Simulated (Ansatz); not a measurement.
**Computed properties of Mn3GeN**

Mn3GeN:
```yaml
crystal:
  lattice:
    - [3.76493, 0.00000, 0.00000]
    - [0.00000, 3.76493, 0.00000]
    - [0.00000, 0.00000, 3.76493]
  atoms:
    - { symbol: Ge, position: [0.00000, 0.00000, 0.00000] }
    - { symbol: N, position: [0.50000, 0.50000, 0.50000] }
    - { symbol: Mn, position: [0.50000, 0.50000, 0.00000] }
    - { symbol: Mn, position: [0.50000, 0.00000, 0.50000] }
    - { symbol: Mn, position: [0.00000, 0.50000, 0.50000] }
```
The run is spin-polarised; directions of the spins, atom by atom: 0 0 ↑ ↑ ↑.

Space group Pm-3m (No. 221), anti-perovskite; conventional cell a = b = c = 3.765 Å, α = β = γ = 90.00°.

Method: DFT-PBE in the program Ansatz with PAW potentials. Geometry: relaxed at this level of theory. Other levels are named where they apply.

### Cell and energy

* **Volume per atom**: 10.67 Å³
* **Density**: 7.82 g/cm³
* **Formation energy from the elements (no fitted shifts)**: -0.18 eV/atom

### Electronic structure

Electronic character: metallic (no gap)
Density of states at the Fermi level: 0.83 states/eV per atom (mean over ±0.08 eV)

### Magnetism

Magnetic order: ferromagnetic
Net moment: 0.48 μB per atom

### Mechanics

- Bulk modulus (Birch–Murnaghan fit): 226 GPa
- Pressure derivative B′: 5.6

The start of the workflow was typed in or built on a structure type; neither database checked (COD, Materials Project) lists it. Whether it is the stable phase at ambient conditions was not checked. Symmetry was held in the PBE relaxation; its stability against distortions is not shown here. The final state is ferromagnetic, the only order run, not a proven ground state. No Hubbard U is applied. Point labels and valley counts follow the cell and symmetry of the run, lower than the named group. The references are the lowest solids computed at this level, not always the standard phases (solids in place of the gases). Spin–orbit coupling is left out wherever it is not named.

Potentials: the earlier of the program's two PAW sets.
